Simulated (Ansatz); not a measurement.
YSi$_{2}$Pd$_{2}$:
```yaml
crystal:
  lattice:
    - [-2.06763, 2.06763, 4.96673]
    - [2.06763, -2.06763, 4.96673]
    - [2.06763, 2.06763, -4.96673]
  atoms:
    - { symbol: Y, position: [0.00000, 0.00000, 0.00000] }
    - { symbol: Si, position: [0.61695, 0.61695, 0.00000] }
    - { symbol: Si, position: [0.38305, 0.38305, 0.00000] }
    - { symbol: Pd, position: [0.75000, 0.25000, 0.50000] }
    - { symbol: Pd, position: [0.25000, 0.75000, 0.50000] }
```

Relaxed with r²SCAN. Special points in fractions of this cell's reciprocal vectors: Γ (0.000, 0.000, 0.000); X (0.000, 0.000, 0.500); P (0.250, 0.250, 0.250); N (0.000, 0.500, 0.000); M (0.500, 0.500, -0.500); S (0.293, 0.707, -0.293); S0 (-0.293, 0.293, 0.293); R (-0.087, 0.087, 0.500); G (0.500, 0.500, -0.087).

List the band energies nearest the Fermi level at these points for the program Ansatz at the r²SCAN level (PAW).

In eV from the Fermi level; about four levels below and three above (degenerate sets whole), none deeper than 8.9 eV; points with the same levels are listed once.

```
k                    below           above
-  -----------------------  --------------
Γ  -1.44 -1.12 -1.12 -0.28  1.44 1.44 2.80
X  -2.32 -1.39 -0.78 -0.43  3.71 3.87 4.52
P  -1.95 -1.95 -0.53 -0.53  2.97 4.00 4.52
N  -3.58 -3.06 -1.97 -0.60  1.56 1.76 2.81
M  -2.49 -1.44 -1.16 -1.16  0.03 0.92 2.50
S  -3.41 -3.40 -0.57 -0.31  0.31 2.36 2.68
R  -1.85 -0.96 -0.77 -0.10  3.63 3.79 4.16
```

Space group I4/mmm. The first step of the workflow began from a Materials Project structure, measured or hypothetical; the Crystallography Open Database files this formula in space group No. 139, but the cells were not matched. Whether it is the stable phase at ambient conditions was not checked. The r²SCAN relaxation kept the symmetry of its start; its stability against distortions is not shown here. No spin polarisation was allowed. Scalar-relativistic: spin–orbit coupling is off unless named, which matters more the heavier the elements.

Potentials: the earlier of the program's two PAW sets.
